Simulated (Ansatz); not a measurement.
PbS:
```yaml
crystal:
  lattice:
    - [4.22477, 0.00000, 0.00000]
    - [-2.11238, 3.65875, 0.00000]
    - [0.00000, 0.00000, 10.34786]
  atoms:
    - { symbol: Pb, position: [0.00000, 0.33312, 0.66667] }
    - { symbol: Pb, position: [0.66688, 0.66688, 0.00000] }
    - { symbol: Pb, position: [0.33312, 0.00000, 0.33333] }
    - { symbol: S, position: [0.00000, 0.33332, 0.16667] }
    - { symbol: S, position: [0.66668, 0.66668, 0.50000] }
    - { symbol: S, position: [0.33332, 0.00000, 0.83333] }
```

Relaxed with r²SCAN.

Map the electron localisation function on the plane through (0.000, 0.333, 0.667) spanned by u = [1, 1, 0] and v = [-1, 1, 1] in lattice vectors, from r²SCAN (plane waves, PAW; program Ansatz).

x is the fraction of u, y of v (the angle between them is 90°; rows are the nearest grid lines); atoms in the plane: Pb at (0.00, 0.00), Pb at (0.00, 0.33), Pb at (0.00, 0.67), S at (0.50, 0.50), S at (0.50, 0.83), S at (0.50, 0.17).
```
|   -++-:.    .:-++-   |
|-==+=-:::-==-:::-=+==-|
|++=-::-+#%%%%#+-::-=++|
|...:=#@@@%##%@@@#=:...|
|  .=#@@@*.  .*@@@#=.  |
|:::.:+%@@@@@@@@%+:.:::|
|===-::=*%@@@@%*=::-===|
| .:=+=:........:=+=:. |
|  .-+=-:.    .:-=+-.  |
|+++=-::-+####+-::-=+++|
|=--::-+%@@@@@@%+-::--=|
|  .-*%@@%=..=%@@%*-.  |
|  .-*%@@%=..=%@@%*-.  |
|=--::-+#@@@@@@%+-::--=|
|+++=-::-+####+-::-=+++|
|  .-+=-:.    .:-=+-.  |
| .:=+=:........:=+=-. |
|===-::=*%@@@@%*=::-===|
|:::.:+%@@@@@@@@%+:.:::|
|  .=#@@@*.  .*@@@#=.  |
|...:=#@@@%##%@@@#=:...|
|++=-::-+#%%%%#+-::-=++|
|-==+=-:::-==-:::-=+==-|
|   -++-:.    .:-++-   |
```
Scale: ten equal steps from 0.000 (start of ' ') to 0.863 (end of '@'), in the order ' .:-=+*#%@'; x runs from 0.000 to 1.00, y from 0.000 (bottom) to 1.00 (top).

The density is the valence pseudo-density with augmentation charge, so density and ELF within about 1 Å of a nucleus are not all-electron values.

Space group Fm-3m (rock salt). The r²SCAN relaxation kept the symmetry of its start. Spin–orbit coupling is left out wherever it is not named.

Potentials: the earlier of the program's two PAW sets.
